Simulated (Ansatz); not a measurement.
Several occupations of a zinc blende lattice at one composition, 1 Ga, 5 Cu, 2 Zn, 2 Ge; 10 Se. Sites, in fractions of the cell 2.847 2.847 5.695; -2.847 -2.847 5.695; 8.542 -5.695 2.847 Å:

| cell | sites |
| --- | --- |
| all | Cu (0.80 0.00 0.40), Se (0.07 0.38 0.60), Se (0.17 0.88 0.40), Se (0.28 0.38 0.20), Se (0.38 0.88 0.00), Se (0.47 0.38 0.80), Se (0.57 0.88 0.60), Se (0.68 0.38 0.40), Se (0.78 0.88 0.20), Se (0.88 0.38 0.00), Se (0.97 0.88 0.80) |
| 1 | Cu (0.00 0.00 0.00), Cu (0.20 0.00 0.60), Cu (0.50 0.50 0.00), Cu (0.60 0.00 0.80), Ga (0.90 0.50 0.20), Ge (0.30 0.50 0.40), Ge (0.70 0.50 0.60), Zn (0.10 0.50 0.80), Zn (0.40 0.00 0.20) |
| 2 | Cu (0.10 0.50 0.80), Cu (0.20 0.00 0.60), Cu (0.30 0.50 0.40), Cu (0.40 0.00 0.20), Ga (0.50 0.50 0.00), Ge (0.60 0.00 0.80), Ge (0.90 0.50 0.20), Zn (0.00 0.00 0.00), Zn (0.70 0.50 0.60) |
| 3 | Cu (0.00 0.00 0.00), Cu (0.10 0.50 0.80), Cu (0.40 0.00 0.20), Cu (0.70 0.50 0.60), Ga (0.90 0.50 0.20), Ge (0.20 0.00 0.60), Ge (0.30 0.50 0.40), Zn (0.50 0.50 0.00), Zn (0.60 0.00 0.80) |

Each was relaxed without symmetry on coarser meshes and computed once more. The calculation used DFT PBE, scalar-relativistic, plane waves, PAW (Ansatz).

Plane waves to 420 eV, a k mesh through Γ of 5×5×4 on the computed 20-atom cell and Gaussian smearing (0.10 eV); no spin polarisation.

Warren–Cowley parameters of the first shell of the sublattice with most elements (negative: unlike neighbours preferred):
| cell | Cu-Ge | Cu-Zn | Cu-Ga | Ge-Zn | Ga-Ge | Ga-Zn |
| --- | --- | --- | --- | --- | --- | --- |
| 1 | 0.00 | -0.33 | 0.00 | -0.04 | -0.25 | -0.25 |
| 2 | -0.08 | -0.17 | 0.17 | -0.46 | -0.67 | -0.25 |
| 3 | -0.25 | -0.25 | -0.33 | 0.38 | 0.17 | 0.17 |

Task: Which occupation is lowest in energy, and by how much?

Result: Cell 3.
```csv
cell,E − E(lowest) (meV/atom),V (Å³/atom)
3,0.0,22.79
2,23.5,22.98
1,26.4,22.98
```

The final mesh leaves forces up to 0.13 eV/Å and stresses up to 0.2 GPa: the relaxation ran on a coarser mesh, so the cell's shape, its bonds and its energy belong partly to that mesh.

Cost: 6 runs of about 60 core-minutes in all (earlier runs that led there not counted), on Arm Neoverse V2 (shared hosts).